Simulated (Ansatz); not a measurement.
## Structures of CsIr₂: which is lowest?

Plane-wave DFT in Ansatz with scalar-relativistic PAW potentials, cutoff 420 eV, Γ-centred meshes chosen by cell and gap, Gaussian smearing with energies taken to zero width. Every cell was relaxed (cell and atoms) in a run of its own, within the symmetry of its start. Functional: PBE.

Relaxed structures (starts from databases or built by putting these elements on another compound's sites):
A. Fd-3m, 6 atoms in the computed cell, a = 8.012 Å; sites (symmetry × multiplicity) Cs -43m × 8, Ir .-3m × 16; start: built
B. I4/mmm, 3 atoms in the computed cell, a = 3.468 Å, c = 12.978 Å; sites (symmetry × multiplicity) Cs 4/mmm × 2, Ir 4mm × 4; start: built

Task: Rank them by energy. Could pressure change the order?

Result:
```csv
structure,group,E − E(lowest) (meV/atom),V (Å³/atom),gap on mesh (eV)
B,I4/mmm,0.0,26.02,0.00
A,Fd-3m,413,21.43,0.00
```

B is lowest, 413 meV/atom under A. A is denser by 4.59 Å³/atom, so pressure favours it: ΔE/ΔV, with ΔE in eV and 1 eV/Å³ = 160.2 GPa, gives about 14 GPa for equal enthalpy if both cells were rigid, a rough figure since the two compress differently. Other structures may lie lower than all of these, and vibrations aren't counted.

Spin-orbit coupling is left out, which matters for the bands of heavy elements.